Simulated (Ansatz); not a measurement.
SiGe:
```cif
data_Ge2Si2
_chemical_formula_sum 'Si2 Ge2'
_space_group_name_H-M_alt 'P63mc'
_space_group_IT_number 186
_space_group_name_Hall 'P 6c -2c'
_cell_length_a 3.90389
_cell_length_b 3.90389
_cell_length_c 6.45333
_cell_angle_alpha 90.000
_cell_angle_beta 90.000
_cell_angle_gamma 120.000
loop_
_atom_site_label
_atom_site_type_symbol
_atom_site_symmetry_multiplicity
_atom_site_Wyckoff_symbol
_atom_site_fract_x
_atom_site_fract_y
_atom_site_fract_z
_atom_site_occupancy
Si1 Si 2 b 0.33333 0.66667 0.37448 1
Ge1 Ge 2 b 0.33333 0.66667 0.00052 1
```

Relaxed with r²SCAN.

### Question
Which orbitals make up the states near the band edges in the program Ansatz at the r²SCAN level (PAW)?

### Answer
Top 1 eV of the valence band: Ge 4p 52 %, Si 3p 45 %. Bottom 1 eV of the conduction band: Si 3p 32 %, Ge 4p 24 %, Si 3s 17 %, Ge 4s 15 %, outside the projected shells 12 %. Projections are on Löwdin-orthogonalised atomic valence shells; empty p or d shells of many metals are not among them.

### Question
Tabulate the density of states.

### Answer
States/eV per cell of 4 atoms, in 0.25 eV bins, energy from the valence-band maximum.

```csv
E (eV),total,Si 3p,Ge 4p,Si 3s
-7.85,1.29,0.19,0.41,0.49
-7.60,1.46,0.27,0.47,0.47
-7.35,1.26,0.25,0.40,0.38
-7.10,1.10,0.22,0.34,0.32
-6.85,1.12,0.23,0.34,0.32
-6.60,1.09,0.23,0.34,0.30
-6.35,0.83,0.18,0.25,0.22
-6.10,0.69,0.15,0.21,0.18
-5.85,0.61,0.14,0.19,0.15
-5.60,0.56,0.13,0.18,0.13
-5.35,0.58,0.16,0.20,0.11
-5.10,0.78,0.30,0.32,0.07
-4.85,1.76,0.78,0.80,0.09
-4.60,1.43,0.60,0.63,0.10
-4.35,1.50,0.63,0.66,0.10
-4.10,1.86,0.82,0.85,0.10
-3.85,2.03,0.91,0.94,0.08
-3.60,2.00,0.91,0.93,0.08
-3.35,2.38,1.10,1.12,0.08
-3.10,2.38,1.11,1.13,0.06
-2.85,2.95,1.38,1.41,0.07
-2.60,2.78,1.30,1.34,0.06
-2.35,3.29,1.56,1.60,0.05
-2.10,2.86,1.36,1.40,0.04
-1.85,2.09,0.99,1.03,0.02
-1.60,1.59,0.75,0.79,0.02
-1.35,1.08,0.50,0.54,0.01
-1.10,0.77,0.36,0.39,0.01
-0.85,0.56,0.26,0.29,0.00
-0.60,0.35,0.16,0.18,0.00
-0.35,0.18,0.08,0.09,0.00
-0.10,0.05,0.02,0.03,0.00
0.15,0.00,0.00,0.00,0.00
0.40,0.00,0.00,0.00,0.00
0.65,0.03,0.01,0.01,0.01
0.90,0.78,0.23,0.17,0.14
1.15,1.26,0.39,0.29,0.22
1.40,1.70,0.55,0.41,0.28
1.65,2.40,0.80,0.61,0.36
1.90,2.36,0.81,0.63,0.30
2.15,1.98,0.70,0.51,0.25
2.40,2.11,0.75,0.56,0.25
2.65,2.92,1.06,0.80,0.30
2.90,2.31,0.84,0.73,0.19
3.15,3.35,1.17,1.17,0.28
3.40,2.85,0.98,0.94,0.24
3.65,2.93,1.10,0.95,0.18
3.90,2.82,1.05,0.93,0.16
4.15,1.82,0.66,0.58,0.11
4.40,2.09,0.72,0.66,0.13
4.65,3.01,1.00,0.96,0.18
4.90,2.61,0.84,0.84,0.18
5.15,1.98,0.64,0.63,0.12
5.40,1.71,0.52,0.52,0.11
```

Space group P6_3mc (wurtzite). The workflow started from a Materials Project entry (that database holds measured and hypothetical structures alike); the Crystallography Open Database copy checked does not list it. Its standing as an ambient phase is unchecked. Symmetry was held in the r²SCAN relaxation; of distortions, only those at the zone centre were tested. Scalar-relativistic: spin–orbit coupling is off unless named, which matters more the heavier the elements.

Potentials: the earlier of the program's two PAW sets.
